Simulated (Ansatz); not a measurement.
Values for one crystal, relaxed and computed with DFT-r²SCAN in the program Ansatz with PAW potentials; other levels are named.

| Property | Result |
|---|---|
| Volume per atom | 16.92 Å³ |
| Electronic character | metallic (no gap) |
| Density of states at the Fermi level | 0.16 states/eV per atom (mean over ±0.08 eV) |
| Formation energy from the elements (no fitted shifts) | -0.86 eV/atom |

Q: Pick the material that matches.
A. YSi2Ni2, I4/mmm (Si on 4e, Ni on 4d, Y on 2a)
B. HfSi, Pnma (Hf on 4c, Si on 4c)
C. YbSi2Au2, I4/mmm (Au on 4d, Yb on 2a, Si on 4e)
D. LaAl2Si2, P-3m1 (La on 1a, Al on 2d, Si on 2d)

A: B, HfSi, Pnma (Hf on 4c, Si on 4c)

The workflow started from a Materials Project entry (that database holds measured and hypothetical structures alike); the Crystallography Open Database files this formula in space group No. 62, but the cells were not matched. Its standing as an ambient phase is unchecked. Symmetry was held in the r²SCAN relaxation; whether a distortion lowers the energy is not shown. The run is not spin-polarised. The references are the lowest solids computed at this level, not always the standard phases. Scalar-relativistic: spin–orbit coupling is off unless named, which matters more the heavier the elements.

Potentials: the later of the program's two PAW sets.
